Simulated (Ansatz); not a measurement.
## Elastic constants of ScAl (Pm-3m), step by step

```
Sc Al
1.0
     3.34642    0.00000    0.00000
     0.00000    3.34642    0.00000
     0.00000    0.00000    3.34642
Sc Al
1 1
Direct
  0.50000 0.50000 0.50000
  0.00000 0.00000 0.00000
```

Conventional cell: a = 3.346 Å, b = 3.346 Å, c = 3.346 Å, α = 90.00°, β = 90.00°, γ = 90.00°. Sc (atom 1) is surrounded by 8 Al at 2.90 Å. Around Al (atom 2) lie 8 Sc at 2.90 Å.

Computed, not measured; unless marked otherwise by PBEsol, all-electron LAPW in Ansatz 0.2.0, scalar-relativistic. k mesh 14×14×14, Fermi-Dirac smearing of 0.100 eV, basis error target 1 meV/atom. The cell was relaxed by PAW under this functional. This phase needn't be the one found at ambient conditions.

The cell is cubic and carries a residual pressure of -0.05 GPa at this level. Each strain component that symmetry leaves independent is applied at ±0.005, the ions relax wherever a strain frees them, and the stress (tension positive, GPa) is read. Shears are engineering strains, γ = 2ε.

```json
{"strain": "xx", "size": "-0.005", "σxx": "-0.4415", "σyy": "-0.3153", "σzz": "-0.3153", "σyz": "0.0000", "σxz": "0.0000", "σxy": "0.0000"}
{"strain": "xx", "size": "+0.005", "σxx": "0.5219", "σyy": "0.4092", "σzz": "0.4092", "σyz": "0.0000", "σxz": "0.0000", "σxy": "0.0000"}
{"strain": "yz", "size": "-0.005", "σxx": "0.0477", "σyy": "0.0475", "σzz": "0.0475", "σyz": "-0.4722", "σxz": "0.0000", "σxy": "0.0000"}
{"strain": "yz", "size": "+0.005", "σxx": "0.0477", "σyy": "0.0475", "σzz": "0.0475", "σyz": "0.4722", "σxz": "0.0000", "σxy": "0.0000"}
```

A central difference gives one constant, for example C11 ≈ (0.5219 − (-0.4415))/(0.01) = 96.3 GPa; the program then imposes the crystal's symmetry on the whole matrix.

(1) What are the independent elastic constants?

(2) Do they meet the Born conditions?

(3) What moduli does a random aggregate of grains have?

(4) With the density of 3.188 g/cm³, how fast does sound travel, and what Debye temperature follows?

(5) How far do the constants move if PAW replaces LAPW in the same cell?

(6) How do the constants change if the ions are clamped to the homogeneous strain?

(7) What happens at 20 GPa (cell relaxed there)?

## Answers

(1) C11 = 96.3, C12 = 72.4, C44 = 94.4 GPa.

(2) C11 − C12 = 23.9, C11 + 2C12 = 241.2 and C44 = 94.4 GPa must all be positive, so the crystal is elastically stable; that says nothing yet of its phonons.

(3) B = (C11 + 2C12)/3 = 80.4 GPa. G_V = (C11 − C12 + 3C44)/5 = 61.4 and G_R = 5(C11 − C12)C44/(4C44 + 3(C11 − C12)) = 25.1, so G_H = 43.3 GPa. Then E = 9BG/(3B + G) = 110.1 GPa, ν = (3B − 2G)/(6B + 2G) = 0.272 and B/G = 1.86, on the ductile side of Pugh's 1.75 (a rule of thumb).

(4) 

```tsv
direction	slow (m/s)	middle (m/s)	fast (m/s)
[100]	5443	5443	5498
[110]	1936	5443	7490
[111]	3518	3518	8046
```

The mean of v⁻³ over directions and branches gives v_m = 3760 m/s and θ_D = (ħ/k_B) v_m (6π²n)^(1/3) = 421 K, n being atoms per volume. Young's modulus spans 34 to 204 GPa over directions, and the universal anisotropy index is 7.24.

(5) 

| constant | LAPW (GPa) | PAW (GPa) | difference |
| --- | --- | --- | --- |
| C11 | 96.3 | 96.5 | 0.2 |
| C12 | 72.4 | 72.6 | 0.2 |
| C44 | 94.4 | 94.5 | 0.1 |

(6) None moves by more than 0.3 GPa: by symmetry a homogeneous strain puts no force on these sites.

(7) The volume falls to 0.8391 of its value, and C11 = 184.0, C12 = 136.2, C44 = 148.8 GPa (slopes of the stress), in this structure whether or not another phase takes over.

Caveats: responses of metals move with mesh and smearing; the frozen-core PAW files of the compared runs were fitted under PBE, their cores solved anew for this functional.
